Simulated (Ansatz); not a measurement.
Task: Name crystals whose computed values (the program Ansatz at the PBEsol level (PAW)) fall in these windows: highest Γ mode, no LO–TO term (cm⁻¹) 160 to 180; Θ_D (K) 300 to 390; B₀ by P(V) fit (GPa) 220 to 310.

Result: 

```tsv
crystal	highest Γ mode, no LO–TO term (cm⁻¹)	Θ_D (K)	B₀ by P(V) fit (GPa)
HfPt3, Cu3Au type	168	328	257
TiPt3, Cu3Au type	179	358	266
ZrPt3, Cu3Au type	178	340	249
HfIr3, Cu3Au type	179	383	306
```
Others may fit too.

Standing as an ambient phase not checked: HfPt3, Cu3Au type; ZrPt3, Cu3Au type; HfIr3, Cu3Au type. All cells were relaxed under the symmetry of their starts (and spin orders); stability against distortions was not tested throughout. Rows with no word on spin ran without spin polarisation. Scalar-relativistic: spin–orbit coupling is off unless named, which matters more the heavier the elements.

Potentials: the later of the program's two PAW sets.
